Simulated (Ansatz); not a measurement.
BN:
```
BN
1.0
    2.54332     0.00000     0.00000
   -1.27166     2.20258     0.00000
    0.00000     0.00000     4.20679
B N
2 2
Direct
  0.66667   0.33333   0.99980
  0.33333   0.66667   0.49980
  0.66667   0.33333   0.62520
  0.33333   0.66667   0.12520
```

Tensor components refer to the Cartesian frame of this cell.

**Question.** Give the proper piezoelectric stress tensor with relaxed ions from r²SCAN in the plane-wave PAW code Ansatz.

**Answer.** In C/m², rows x, y, z, Voigt columns; mesh uncertainty up to 0.00.
```
 0.00   0.00   0.00   0.00  -0.42   0.00
 0.00   0.00   0.00  -0.42   0.00   0.00
-0.46  -0.46   1.23   0.00   0.00   0.00
```

The elastic tensor of the same run (GPa):

```
 976   134  58.4   0.0   0.0   0.0
 134   976  58.4   0.0   0.0   0.0
58.4  58.4  1060   0.0   0.0   0.0
 0.0   0.0   0.0   350   0.0   0.0
 0.0   0.0   0.0   0.0   350   0.0
 0.0   0.0   0.0   0.0   0.0   421
```

**Question.** Convert to strain constants d = e·S.

**Answer.** In pC/N:
```
 0.0   0.0   0.0   0.0  -1.2   0.0
 0.0   0.0   0.0  -1.2   0.0   0.0
-0.5  -0.5   1.2   0.0   0.0   0.0
```

Space group P6_3mc (wurtzite). Symmetry was held in the r²SCAN relaxation. Signs of piezoelectric constants follow the polarity of the cell as given.

Potentials: the earlier of the program's two PAW sets.
